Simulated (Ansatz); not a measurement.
TiBr3:
Space group R-3, hexagonal axes (No. 148); a = b = 6.310 Å, c = 18.897 Å, α = β = 90.00°, γ = 120.00°

```tsv
atom	site	symmetry	x	y	z
Br	18f	1	0.3432	0.0003	0.0798
Ti	6c	3.	0.0000	0.0000	0.3334
```
(The calculation used a cell of 8 atoms; values per cell refer to that cell.)

Relaxed with r²SCAN+D4.

Which orbitals make up the states near the Fermi level in r²SCAN+D4 (plane waves, PAW; program Ansatz)?

Within 0.5 eV of the Fermi level: Ti 3d 88 %, Br 4p 11 %. Projections are on Löwdin-orthogonalised atomic valence shells; empty p or d shells of many metals are not among them.

Tabulate the density of states.

States/eV per cell of 8 atoms, in 0.25 eV bins, energy from the Fermi level.

```csv
E (eV),total,Br 4p,Ti 3d,Br 4s
-6.50,0.00,0.00,0.00,0.00
-6.25,5.78,4.58,0.34,0.13
-6.00,4.83,3.84,0.25,0.15
-5.75,8.57,7.22,0.48,0.27
-5.50,12.91,11.42,1.18,0.07
-5.25,8.57,7.49,0.86,0.06
-5.00,7.18,6.12,0.85,0.07
-4.75,10.16,8.38,1.55,0.07
-4.50,13.62,10.72,2.63,0.12
-4.25,11.13,9.32,1.58,0.12
-4.00,9.90,8.83,0.85,0.09
-3.75,8.77,8.04,0.56,0.06
-3.50,8.78,8.13,0.50,0.05
-3.25,9.67,9.06,0.47,0.04
-3.00,12.73,12.07,0.53,0.03
-2.75,9.55,9.17,0.31,0.01
-2.50,1.83,1.78,0.04,0.00
-2.25,0.00,0.00,0.00,0.00
-2.00,0.00,0.00,0.00,0.00
-1.75,0.00,0.00,0.00,0.00
-1.50,0.00,0.00,0.00,0.00
-1.25,0.00,0.00,0.00,0.00
-1.00,0.00,0.00,0.00,0.00
-0.75,0.00,0.00,0.00,0.00
-0.50,0.00,0.00,0.00,0.00
-0.25,0.58,0.07,0.50,0.00
0.00,13.47,1.40,11.80,0.02
0.25,9.98,1.45,8.35,0.01
0.50,15.36,1.28,13.89,0.01
0.75,8.61,0.89,7.61,0.01
1.00,0.00,0.00,0.00,0.00
1.25,0.00,0.00,0.00,0.00
1.50,0.57,0.13,0.40,0.02
1.75,14.58,3.76,10.09,0.33
2.00,16.85,4.11,11.63,0.66
2.25,0.00,0.00,0.00,0.00
2.50,0.00,0.00,0.00,0.00
2.75,0.00,0.00,0.00,0.00
3.00,0.00,0.00,0.00,0.00
3.25,0.00,0.00,0.00,0.00
3.50,0.00,0.00,0.00,0.00
3.75,0.00,0.00,0.00,0.00
4.00,0.00,0.00,0.00,0.00
4.25,0.02,0.00,0.00,0.00
4.50,0.13,0.01,0.00,0.03
4.75,0.21,0.02,0.00,0.04
```

The workflow started from an entry of the Crystallography Open Database (COD), which files this formula under 2 space groups. Whether it is the stable phase at ambient conditions was not checked. Symmetry was held in the r²SCAN+D4 relaxation; whether a distortion lowers the energy is not shown. The run is not spin-polarised. Spin–orbit coupling is left out wherever it is not named.

Potentials: the later of the program's two PAW sets.
